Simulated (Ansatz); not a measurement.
MgO (CsCl type, space group No. 221), the program Ansatz at the r²SCAN level (PAW), all energies at zero smearing, with the estimated change up to a 700 eV cutoff added, with one set of potentials and settings (totals compare only within such a set). Cell of 2 atoms (1 Mg, 1 O): -2496.719 eV.

```csv
element,reference phase,E (eV/atom)
Mg,"P6_3/mmc, 2 atoms in the cell",-1926.4086
O,"C2/m, 4 atoms in the cell, spin-polarised",-566.0281
```

Formation energy per atom, worked out: (-2496.719 − 1×(-1926.4086) − 1×(-566.0281))/2 = -2.141 eV/atom (-207 kJ per mol of atoms), at 0 K, without zero-point energy or fitted corrections.

Space group Pm-3m (CsCl type). This is a known high-pressure phase of the composition, computed here at zero pressure and temperature. Symmetry was held in the r²SCAN relaxation. At this level the phase is mechanically unstable. The references are the lowest solids computed at this level, not always the standard phases (solids in place of the gases).

Potentials: the later of the program's two PAW sets.
